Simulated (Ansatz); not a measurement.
InMo₂N:
```
CELL_PARAMETERS angstrom
      3.22107     0.00000     0.00000
     -1.61054     2.78953     0.00000
      0.00000     0.00000    13.39250
ATOMIC_POSITIONS crystal
  In 0.33333 0.66667 0.75000
  In 0.66667 0.33333 0.25000
  Mo 0.33333 0.66667 0.07469
  Mo 0.66667 0.33333 0.57469
  Mo 0.66667 0.33333 0.92531
  Mo 0.33333 0.66667 0.42531
  N  0.00000 0.00000 0.00000
  N  0.00000 0.00000 0.50000
```

Relaxed with PBE. Special points in fractions of this cell's reciprocal vectors: Γ (0.000, 0.000, 0.000); M (0.500, 0.000, 0.000); K (0.333, 0.333, 0.000); A (0.000, 0.000, 0.500); L (0.500, 0.000, 0.500); H (0.333, 0.333, 0.500).

Problem. List the band energies nearest the Fermi level at these points for plane-wave PAW PBE (Ansatz code).

Solution. In eV from the Fermi level; about four levels below and three above (degenerate sets whole), none deeper than 8.9 eV; points with the same levels are listed once.

| k | below | above |
|---|---|---|
| Γ | -0.13 -0.13 0.00 0.00 | 1.01 1.09 1.39 1.39 |
| M | -2.31 -0.25 -0.17 -0.15 | 0.43 0.53 0.77 |
| K | -0.79 -0.79 -0.49 -0.49 -0.05 | 0.85 1.49 1.49 |
| A | -0.07 -0.07 -0.07 -0.07 | 1.02 1.02 1.39 1.39 1.39 1.39 |
| L | -0.21 -0.21 -0.03 -0.03 | 0.60 0.60 1.65 1.65 |
| H | -1.56 -1.56 -1.13 -1.13 | 0.07 0.07 1.05 1.05 |

Space group P6_3/mmc. The start of the workflow was typed in or built on a structure type; neither database checked (COD, Materials Project) lists it. Whether it is the stable phase at ambient conditions was not checked. The PBE relaxation kept the symmetry of its start; its stability against distortions is not shown here. The workflow began spin-polarised and lost its moments. Spin–orbit coupling is left out wherever it is not named.

Potentials: the earlier of the program's two PAW sets.
